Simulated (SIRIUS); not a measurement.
Set-up for a self-consistent single point of TaAs (I4_1md, 8 atoms in the cell; from Materials Project mp-1936, changed as shown).

```yaml
crystal:
  lattice:
    - [3.51250, 0.00000, 0.00000]
    - [0.00000, 3.51250, 0.00000]
    - [0.00000, 0.00000, 11.97060]
  atoms:
    - { symbol: Ta, position: [0.50000, 0.00000, 0.24997] }
    - { symbol: Ta, position: [0.50000, 0.50000, 0.99997] }
    - { symbol: Ta, position: [0.00000, 0.50000, 0.74997] }
    - { symbol: Ta, position: [0.00000, 0.00000, 0.49997] }
    - { symbol: As, position: [0.50000, 0.00000, 0.83263] }
    - { symbol: As, position: [0.00000, 0.00000, 0.08263] }
    - { symbol: As, position: [0.00000, 0.50000, 0.33263] }
    - { symbol: As, position: [0.50000, 0.50000, 0.58263] }
```

Level of theory: PBE, SSSP 1.1.2 precision PBE pseudopotentials (plane waves; SIRIUS 7.12.0).

SIRIUS settings:

```
setting                                                                     value
--------------------------------------  -----------------------------------------
parameters.ngridk                                                           6 6 2
parameters.xc_functionals                            [XC_GGA_X_PBE, XC_GGA_C_PBE]
parameters.gk_cutoff                                                 9.487 1/bohr
parameters.pw_cutoff                                                    30 1/bohr
parameters.smearing                                                   fermi_dirac
parameters.smearing_width                                           0.00499791 Ha
potentials                              SSSP 1.1.2 precision PBE pseudopotentials
parameters.electronic_structure_method                            pseudopotential
parameters.num_bands                                                           43
parameters.num_mag_dims                                                         0
parameters.num_dft_iter                                                       100
parameters.energy_tol                                                    1e-07 Ha
parameters.density_tol                                                      1e-06
mixer.type                                                               anderson
mixer.beta                                                                    0.5
mixer.use_hartree                                                           false
```

Results:

- Number of valence electrons: 72
- Number of bands: 43
- Number of k-points after the program's reduction: 20
- Number of plane waves (most at a k-point): 14440
- Number of SCF iterations: 29
- FFT grid: 72 × 72 × 225
- Free energy E − TS: -8716.2468 eV
- Pressure: -7.03 GPa
- Largest force (vector length): 0.013 eV/Å

Forces (eV/Å):
```csv
atom,Fx,Fy,Fz
Ta1,0.000,0.000,-0.013
Ta2,0.000,0.000,-0.013
Ta3,0.000,0.000,-0.013
Ta4,0.000,0.000,-0.013
As5,0.000,0.000,0.013
As6,0.000,0.000,0.013
As7,0.000,0.000,0.013
As8,0.000,0.000,0.013
```

Stress (GPa, positive for compression):
```
-7.17   0.00   0.00
 0.00  -7.17   0.00
 0.00   0.00  -6.74
```

For comparison: a first run was changed to give this one (lattice scaled by 1.02), and from it to this one the free energy rises by 15.5 meV/atom, the pressure goes from 2.89 to -7.03 GPa and the largest force moves little (0.011 to 0.013 eV/Å).

Spin-orbit coupling is left out, which matters for bands and gaps with elements this heavy. The structure comes from a collection of computed structures, made at another level of theory; the collection holds predicted forms beside known ones. No clean gap shows at this smearing width and mesh (spacing up to 0.30 Å⁻¹); the mesh is coarse for partly filled bands, so the values carry mesh errors.

Cost on one core: about 5 core-minutes (a rough figure).
